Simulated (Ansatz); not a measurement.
# Al2C: vibrational free energy, entropy and heat capacity

The calculation used DFT PBE, scalar-relativistic, plane waves, PAW (Ansatz). Cutoff 420 eV, 18×18×10 k-points (Γ-centred), Fermi-Dirac smearing of 0.15 eV. No spin polarisation. Phonons by linear response, acoustic sum rule imposed.

Relaxed structure:
```
Al C
1.0
     3.09720    0.00000    0.00000
    -1.54860    2.68226    0.00000
     0.00000    0.00000    4.48328
Al C
2 1
Direct
  0.33333 0.66667 0.23307
  0.66667 0.33333 0.76693
  0.00000 0.00000 0.00000
```

The cell was found from a structure generator's guess, not taken from experiment. In a metal, frequencies and elastic constants depend on the k mesh and the smearing, soft modes and shear constants most. Some empty bands missed the eigensolver's threshold. The q mesh is coarse, so values between its points are rough.

Force constants from linear response on a 3×3×2 q mesh, interpolated to a fine mesh.

Phonon density of states, in bins of 20 cm⁻¹:
bin centre (cm⁻¹), share of modes (%) and a bar:
```
       10        0.0
       30        0.0
       50        0.1
       70        0.3 #
       90        0.5 ##
      110        0.8 ##
      130        1.2 ####
      150        1.9 ######
      170        3.9 ############
      190        4.8 ##############
      210        3.7 ###########
      230        4.6 ##############
      250       10.0 ##############################
      270        7.9 ########################
      290        3.7 ###########
      310        2.8 ########
      330        6.6 ####################
      350        2.7 ########
      370        0.3 #
      390        1.3 ####
      410        5.5 #################
      430        2.4 #######
      450        0.9 ###
      470        0.5 #
      490        3.7 ###########
      510        6.1 ##################
      530        1.0 ###
      550        0.4 #
      570        0.2
      590        2.2 #######
      610        4.2 #############
      630        3.2 ##########
      650        2.0 ######
      670        1.6 #####
      690        1.3 ####
      710        1.3 ####
      730        3.1 #########
      750        2.6 ########
      770        0.8 ##
```

Q: How much zero-point energy does an atom carry?

A: 72.2 meV.

Q: How large are the vibrational entropy and heat capacity at 300 K?

A: S = 1.94 k_B and C_V = 2.23 k_B per atom, 74 % of the Dulong–Petit value.

Q: Tabulate them against temperature.

A:
```tsv
T (K)	F_vib (meV/atom)	S (k_B/atom)	C_V (k_B/atom)
100	71.5	0.31	0.72
200	65.4	1.13	1.70
300	52.1	1.94	2.23
400	32.4	2.62	2.51
500	7.3	3.20	2.66
600	-22.5	3.69	2.76
700	-56.2	4.12	2.82
800	-93.4	4.50	2.86
900	-133.6	4.84	2.89
1000	-176.7	5.14	2.91
```
